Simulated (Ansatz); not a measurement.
HfTc:
```xyz
2
Lattice="3.2268 0.0000 0.0000 0.0000 3.2268 0.0000 0.0000 0.0000 3.2268" Properties=species:S:1:pos:R:3 pbc="T T T"
Hf     0.0000     0.0000     0.0000
Tc     1.6134     1.6134     1.6134
```

Relaxed with PBEsol. Special points in fractions of this cell's reciprocal vectors: Γ (0.000, 0.000, 0.000); X (0.000, 0.500, 0.000); M (0.500, 0.500, 0.000); R (0.500, 0.500, 0.500).

Task: List the band energies nearest the Fermi level at these points for the program Ansatz at the PBEsol level (PAW).

Result: In eV from the Fermi level; about four levels below and three above (degenerate sets whole), none deeper than 8.9 eV; … stands for higher levels left out; points with the same levels are listed once.

| k | below | above |
|---|---|---|
| Γ | -4.09 -4.09 -0.25 -0.25 -0.25 | 3.44 3.44 … |
| X | -2.10 -0.34 -0.34 -0.17 | 0.72 2.36 2.36 |
| M | -4.36 -4.13 -2.05 -2.05 | 1.81 2.22 2.22 |
| R | -1.80 -1.80 -1.80 -0.87 -0.87 -0.87 | 1.90 1.90 7.26 7.26 |

Space group Pm-3m (CsCl type). The workflow started from an entry of the Crystallography Open Database (COD). Whether it is the stable phase at ambient conditions was not checked. The PBEsol relaxation kept the symmetry of its start; of distortions, only those at the zone centre were tested. The run is not spin-polarised. Spin–orbit coupling is left out wherever it is not named.

Potentials: the later of the program's two PAW sets.
